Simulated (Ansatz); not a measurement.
## BiTe: random displacements

These are results of Ansatz 0.2.0, DFT PBEsol, scalar-relativistic, plane waves, PAW, not measurements. Settings: plane waves to 420 eV, k-mesh 6×6×6 (Γ-centred), Gaussian smearing 0.15 eV. Spin–orbit coupling is left out, which can shift energies with elements as heavy as these. No spin polarisation. Energies are free energies at this smearing, counted from the undisturbed cell; pressure is positive in compression.

Reference structure (as given, not relaxed at this level, and it needn't be the usual structure):

```
CELL_PARAMETERS angstrom
-4.84542 -2.79750 3.31729
4.84542 -2.79750 3.31729
0.00000 5.59500 3.31729
ATOMIC_POSITIONS crystal
Bi 0.50000 0.50000 0.50000
Bi 0.00000 0.00000 0.50000
Bi 0.00000 0.50000 0.00000
Bi 0.50000 0.00000 0.00000
Te 0.00000 0.00000 0.00000
Te 0.50000 0.50000 0.00000
Te 0.50000 0.00000 0.50000
Te 0.00000 0.50000 0.50000
```

The atoms are displaced (Å, in the unstrained cell):

```csv
atom,ux,uy,uz
Bi1,-0.084,-0.072,0.187
Bi2,0.297,0.176,0.086
Bi3,-0.028,-0.025,0.207
Bi4,0.156,0.470,-0.397
Te5,-0.345,-0.418,0.124
Te6,0.171,-0.297,-0.364
Te7,-0.109,0.009,0.186
Te8,-0.057,0.158,-0.029
```

Strain (Voigt, engineering shear): (0.0044, 0.0057, -0.0195, -0.0463, -0.0373, 0.0203).

**Question.** What are the energy change, the stress and the forces?

**Answer.** ΔE = 427.3 meV/atom; stress (xx, yy, zz, yz, xz, xy; compression positive) (10.88, 5.38, 5.79, 0.12, -4.75, 1.38) GPa.
```csv
atom,Fx (eV/Å),Fy,Fz
Bi1,-0.20,-1.07,-0.86
Bi2,-0.67,-1.32,-0.93
Bi3,-0.03,0.55,-0.32
Bi4,-7.04,-2.95,5.39
Te5,7.72,3.44,-3.77
Te6,-0.81,1.39,0.54
Te7,0.53,0.55,-0.24
Te8,0.50,-0.60,0.18
```

Cost: 1 run of about 2.3 core-minutes, on Intel Xeon Platinum 8488C (Sapphire Rapids) (shared hosts).